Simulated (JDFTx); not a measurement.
```json
{
  "surface": "WC(0001), W outermost, slab composition W3C2",
  "bulk": "WC, P-6m2, lattice of mp-1894 (not re-optimised)",
  "slab": "5 atoms in 5 planes, 1x1, 5.6 Å between the outermost planes",
  "in-plane cell": "2.917 × 2.917 Å, 7.37 Å²",
  "cell_height": "21.7 Å",
  "sampling": "8×8×1 k mesh, Fermi smearing 0.01 Ha, no spin polarisation"
}
```

Whether this polymorph is the ambient one wasn't checked.

Profiles through the double layer of this slab, charged, in CANDLE, water, 1 M NaCl; PBE, GBRV ultrasoft potentials, plane waves to 20/100 Ha, JDFTx (a modified build). z is the height above the outermost atoms, φ the plane-averaged electrostatic potential energy of an electron (zero in the bulk liquid), ρ_b the bound charge of solvent and ions, s the cavity shape function (0 in the solid, 1 in the liquid).

```tsv
z (Å)	n (e/Å³)	s	φ (eV)	ρ_b (10⁻³ e/Å³)
0.82	0.3321	0.00	-2.854	0.00
1.27	0.0970	0.00	-2.293	-0.03
1.72	0.0343	0.00	-0.919	-1.06
2.18	0.0115	0.00	-0.169	-3.60
2.63	0.0036	0.07	-0.026	0.40
3.08	0.0011	0.30	-0.012	0.94
3.53	0.0003	0.58	-0.009	0.33
3.98	0.0001	0.85	-0.007	0.10
4.44	0.0000	0.98	-0.006	0.03
4.89	0.0000	1.00	-0.005	0.01
5.34	0.0000	1.00	-0.005	0.00
5.79	0.0000	1.00	-0.004	0.00
6.24	0.0000	1.00	-0.003	0.00
6.70	0.0000	1.00	-0.003	0.00
7.15	0.0000	1.00	-0.002	0.00
7.60	0.0000	1.00	-0.002	0.00
```

### Question
Is the electrode positively or negatively charged, and roughly by how much?

### Answer
Positively: σ = 2.1 μC/cm² per face. The liquid's bound charge is of the opposite sign overall, and far from the surface φ decays with the screening length (3.0 Å).
